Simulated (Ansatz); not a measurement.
The start is a relaxed Ni cell, doubled along one cell vector, shaken by Gaussian noise of σ = 0.08 Å a coordinate. Cell shape, volume and atoms are optimised at zero target pressure with r2SCAN (plane waves to 500 eV, PAW, scalar-relativistic; Ansatz, a quantum-chemistry and plane-wave program). The first steps use a coarse 7×14×14 k-mesh.

Initial structure:
```
CELL_PARAMETERS angstrom
      4.61013     0.00000     0.00000
      0.00000     2.30507     0.00000
      0.00000     0.00000     2.30507
ATOMIC_POSITIONS crystal
  Ni 0.99706 0.99952 0.95251
  Ni 0.49069 0.95669 0.96781
```
Spin-polarised start, with parallel moments on Ni.

Task: Which atoms feel the largest initial force, and how large is it?

Result: 0.24 eV/Å, on Ni1, Ni2 (atoms numbered as listed).

Task: By how much does the energy per atom fall from start to end?

Result: 0.78 eV/atom.

Task: How does the volume per atom move from start to end?

Result: -14.0 %, from 12.25 to 10.53 Å³/atom.

Task: Does it find its way back to the structure it was made from?

Result: It does not go back: it reaches Fm-3m (No. 225), fcc (Cu type), 0.79 eV/atom below the parent.

Task: What band gap does the relaxed structure have at this level?

Result: Zero (metallic).

Task: What magnetic moments remain?

Result: Net 0.74 μB/atom, ferromagnetic.

Task: Give the final cell and atomic positions.

Result: 
```cif
data_Ni4
_chemical_formula_sum 'Ni4'
_space_group_name_H-M_alt 'Fm-3m'
_space_group_IT_number 225
_space_group_name_Hall '-F 4 2 3'
_cell_length_a 3.47979
_cell_length_b 3.47979
_cell_length_c 3.47979
_cell_angle_alpha 90.000
_cell_angle_beta 90.000
_cell_angle_gamma 90.000
loop_
_atom_site_label
_atom_site_type_symbol
_atom_site_symmetry_multiplicity
_atom_site_Wyckoff_symbol
_atom_site_fract_x
_atom_site_fract_y
_atom_site_fract_z
_atom_site_occupancy
Ni1 Ni 4 a 0.00000 0.00000 0.00000 1
```
(The calculation used a cell of 1 atom; values per cell refer to that cell.)

Final values are on a 23×23×23 k-mesh of the relaxed cell. Spin state reached: ferromagnetic (net 0.74 μB/atom), from parallel starting moments; other spin orders were not run from this start. r2SCAN tends to overstate moments in metals.

The run could not lose the symmetry of its start.

Of the parent cell (Pm-3m (No. 221)): it is a generated cell of Ni: the first start was made by placing the elements on the sites of a structure type, and the end was not matched to a known phase here, so it may be hypothetical. Known forms of Ni include space group No. 225.
